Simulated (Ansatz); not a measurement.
Q: Name crystals whose computed values (plane-wave PAW LDA (Ansatz code)) fall in these windows: G_Hill (GPa) 49 to 64; Θ_D (K) 310 to 420.

A: 

```csv
crystal,G_Hill (GPa),Θ_D (K)
"YAs, rock salt",57.2,361
"NiSb, NiAs type",61.1,339
"BePd, CsCl type",53.3,372
"CuPd, CsCl type",55.2,320
"Ca3BiN, anti-perovskite",55.1,381
```
Others may fit too.

Standing as an ambient phase not checked: YAs, rock salt; BePd, CsCl type; CuPd, CsCl type; Ca3BiN, anti-perovskite. All cells were relaxed under the symmetry of their starts (and spin orders); stability against distortions was not tested throughout. Rows with no word on spin ran without spin polarisation. Spin–orbit coupling is left out wherever it is not named.

Potentials: the later of the program's two PAW sets.
